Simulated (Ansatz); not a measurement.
# NaLiZnS2: two-dimensional strain map

All numbers below come from DFT PBEsol, scalar-relativistic, plane waves, PAW (Ansatz 0.2.0). Cutoff 420 eV, Γ-centred 9×9×4 k-points, Gaussian smearing of 0.05 eV. No spin polarisation. Energies are free energies at this smearing, counted from the undisturbed cell; pressure is positive in compression.

The starting cell (as given, not relaxed at this level; it stands at -2.1 GPa, and it needn't be the usual structure):

```
CELL_PARAMETERS angstrom
3.98206 0.00000 0.00000
-1.99103 3.44856 0.00000
0.00000 0.00000 6.82385
ATOMIC_POSITIONS crystal
Na 0.00000 0.00000 0.02616
Li 0.33333 0.66667 0.35665
Zn 0.66667 0.33333 0.61163
S 0.33333 0.66667 0.73381
S 0.66667 0.33333 0.27174
```

The cell is strained by p along both x and y and by q along z, fractional coordinates fixed. Points are written (p, q).

Energy above the undisturbed cell in meV/atom (a dash: not computed):

```
 p \ q  -0.030  -0.015  0.000  0.015  0.030
-0.030     2.1    -1.8   -2.4   -0.2    4.6
-0.015    -2.8       –   -4.6      –    4.8
 0.000    -0.7    -1.9    0.0    4.6   11.6
 0.030    21.0       –   26.2      –   41.7
```

Pressure in GPa:

| p \ q | -0.030 | -0.015 | 0.000 | 0.015 | 0.030 |
| --- | --- | --- | --- | --- | --- |
| -0.030 | 2.9 | 1.9 | 1.0 | 0.2 | -0.5 |
| -0.015 | 1.1 | – | -0.7 | – | -2.1 |
| 0.000 | -0.5 | -1.3 | -2.1 | -2.8 | -3.3 |
| 0.030 | -2.9 | – | -4.3 | – | -5.3 |

Gap on the k-mesh in eV:

| p \ q | -0.030 | -0.015 | 0.000 | 0.015 | 0.030 |
| --- | --- | --- | --- | --- | --- |
| -0.030 | 2.08 | 2.00 | 1.92 | 1.84 | 1.75 |
| -0.015 | 1.95 | – | 1.81 | – | 1.65 |
| 0.000 | 1.82 | 1.76 | 1.70 | 1.63 | 1.55 |
| 0.030 | 1.60 | – | 1.49 | – | 1.37 |